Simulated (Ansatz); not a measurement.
**Does relaxation matter for the field gradients of AlN with Au replacing Al?**

Start: a supercell of AlN (wurtzite type, P6_3mc) built from a structure deposited in the COD (the entry's cell lengths or inner coordinates differ somewhat from later room-temperature determinations), with all atoms left at the host's positions.

```xyz
32
Lattice="6.2260 0.0000 0.0000 -3.1130 5.3919 0.0000 0.0000 0.0000 9.9620" Properties=species:S:1:pos:R:3 pbc="T T T"
Au    0.0000    1.7973    0.0000
Al    0.0000    1.7973    4.9810
Al   -1.5565    4.4932    0.0000
Al   -1.5565    4.4932    4.9810
Al    3.1130    1.7973    0.0000
Al    3.1130    1.7973    4.9810
Al    1.5565    4.4932    0.0000
Al    1.5565    4.4932    4.9810
Al    1.5565    0.8986    2.4905
Al    1.5565    0.8986    7.4715
Al    0.0000    3.5946    2.4905
Al    0.0000    3.5946    7.4715
Al    4.6695    0.8986    2.4905
Al    4.6695    0.8986    7.4715
Al    3.1130    3.5946    2.4905
Al    3.1130    3.5946    7.4715
N     0.0000    1.7973    1.8928
N     0.0000    1.7973    6.8738
N    -1.5565    4.4932    1.8928
N    -1.5565    4.4932    6.8738
N     3.1130    1.7973    1.8928
N     3.1130    1.7973    6.8738
N     1.5565    4.4932    1.8928
N     1.5565    4.4932    6.8738
N     1.5565    0.8986    4.3833
N     1.5565    0.8986    9.3643
N     0.0000    3.5946    4.3833
N     0.0000    3.5946    9.3643
N     4.6695    0.8986    4.3833
N     4.6695    0.8986    9.3643
N     3.1130    3.5946    4.3833
N     3.1130    3.5946    9.3643
```

Atom numbers follow the list; atoms alike are taken as one site, whose name carries the number of the first.

Computed with Ansatz: DFT, PBE, plane waves and PAW, scalar-relativistic, 420 eV cutoff, Γ-centred 4×4×2 k-points, Fermi–Dirac smearing 0.01 eV.

The largest force at the start is 6.4 eV/Å. Relaxing the ions at fixed cell moves them by 0.403 Å at most (atom 17, N) and 0.109 Å rms.

```csv
site,atom,moved (Å),first shell before,first shell after,V_zz before (10²¹ V/m²),η before
Au,1,0.174,4 N at 1.89 Å,4 N at 2.12–2.15 Å,5.10,0.00
Al2,2,0.074,4 N at 1.89 Å,4 N at 1.89–1.92 Å,0.17,0.00
Al3,3,0.014,4 N at 1.89 Å,4 N at 1.87–1.89 Å,-0.51,0.70
Al4,4,0.013,4 N at 1.89 Å,4 N at 1.87–1.89 Å,0.24,0.22
Al9,9,0.065,4 N at 1.89 Å,4 N at 1.85–1.89 Å,0.39,0.17
Al10,10,0.094,4 N at 1.89 Å,4 N at 1.88 Å,0.44,0.09
N17,17,0.403,"1 Au at 1.89 Å, 3 Al at 1.89 Å","3 Al at 1.85 Å, 1 Au at 2.12 Å; also 1 Al at 2.61 Å",4.11,0.00
N20,20,0.035,4 Al at 1.89 Å,4 Al at 1.87–1.88 Å,0.14,0.72
N25,25,0.056,4 Al at 1.89 Å,4 Al at 1.87–1.89 Å,0.16,0.08
N26,26,0.203,"3 Al at 1.89 Å, 1 Au at 1.89 Å","3 Al at 1.87–1.88 Å, 1 Au at 2.15 Å",4.07,0.05
```

Q: How do the gradients change?

A: 

| site | atom | V_zz after | η after | change of V_zz |
| --- | --- | --- | --- | --- |
| Au | 1 | -39.4 | 0.00 | -44.49 |
| Al2 | 2 | 1.09 | 0.00 | +0.92 |
| Al3 | 3 | -1.25 | 0.60 | -0.74 |
| Al4 | 4 | 0.15 | 0.68 | -0.09 |
| Al9 | 9 | -1.14 | 0.48 | – |
| Al10 | 10 | 1.02 | 0.12 | +0.58 |
| N17 | 17 | 2.63 | 0.00 | -1.48 |
| N20 | 20 | -0.66 | 0.05 | – |
| N25 | 25 | -0.78 | 0.03 | -0.94 |
| N26 | 26 | 7.35 | 0.11 | +3.28 |

The largest change of V_zz along a kept axis is on Au, from 5.10 to -39.4. Small gradients that grow severalfold: Al2 (0.17 to 1.09). In per cent, |V_zz| changes by -36 to +81 on N (all sites that start above 2, bar those whose gradient vanishes or changes sign or whose main axis turns by over 40°). Where |V_zz| stays above 0.1 and the axes keep their order, η moves most on Al4, from 0.22 to 0.68. V_zz changes sign on Au (same axis), N25 (same axis). On Al9, N20, N19 (not all in the table) the largest principal value lies along another axis in the second run, so the two V_zz can't be compared directly. The table leaves out 6 of the 16 sites, with |V_zz| up to 0.75; their tensors move by 0.54 at most along any direction. The statements above cover all sites. The host's own positions weren't relaxed first, so part of the change far from the defect can be the host's relaxation.

The run isn't spin-polarised, and a state with spin may lie lower. The defect repeats with the cell of 32 atoms, so it feels its images: sites between two images don't show the values beside a lone defect, and zeros or small values of η there can come from the images' arrangement. Al and N carry a gradient in the pure host already, so the values there aren't the defect's effect alone. The defect cell has no gap above 0.1 eV on its mesh, so the values can hang on the smearing and the k-mesh. Spin–orbit coupling is left out, which shifts gradients on Au by a few per cent in wide-gap crystals, and can shift them far more where the calculated gap is small or absent, as here.
Before: The cell keeps the host's lattice, where the PBE pressure is 12 GPa. The neighbours have not yet relaxed around the defect (largest force 6.4 eV/Å), so the values at and beside it are those of a strained start, not of the defect in a real crystal.
After: The relaxation keeps the site symmetry 3m of the start, so the impurity can move only along its axis; a distortion that would localise the partly filled state isn't explored. The cell keeps the host's lattice, where the PBE pressure is 9 GPa.
